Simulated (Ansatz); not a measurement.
## Two Ansatz runs on CoBi

The cell was built from the rocksalt type and relaxed in the same program; it needn't be a known or the stable phase. The listed cell was then made from it by scaling, straining or moving an atom.

First run: DFT, PBE, all-electron LAPW, scalar-relativistic (Ansatz 0.2.0).

Command: `ansatz run input.yaml --threads 1 --pin off --max-ram 3072MiB --backend cpu --events-out ev --progress --plain --runs-dir out` The run took about 48 s on 1 thread of a shared machine.

```yaml
crystal:
  lattice:
    - [0.0, 2.6776409452, 2.6776409452]
    - [2.6776409452, 0.0, 2.6776409452]
    - [2.6776409452, 2.6776409452, 0.0]
  atoms:
    - { symbol: Co, position: [0.0, 0.0, 0.0], spin: 2.0 }
    - { symbol: Bi, position: [0.5, 0.5, 0.5] }
magnetization:
  spin_polarized: true
kpoints:
  mp_grid: { grid: [13, 13, 13] }
scf:
  occupations: { method: fermi_dirac, width: 0.05 }
hamiltonian:
  xc: pbe
  pseudopotentials: { kind: all_electron, lapw: { basis_error: 0.00025 } }
output:
  forces: true
  stress: true
  eigenvalues: true
```

Result: converged; pressure 2.34 GPa; moment 0.50 μB; 13 SCF iterations.

Spin–orbit coupling is left out, though it moves levels of the heavy atoms by tenths of an eV or more.

The input is then changed:

```diff
@@ -16,4 +16,5 @@
   xc: pbe
   pseudopotentials: { kind: all_electron, lapw: { basis_error: 0.00025 } }
+  hubbard: { sites: [{ species: Co, l: d, u_eff: 4.0 }], double_counting: fll }
 output:
   forces: true
```

What does the second run give?

It converged; pressure 12.84 GPa; moment 1.16 μB; 21 SCF iterations.
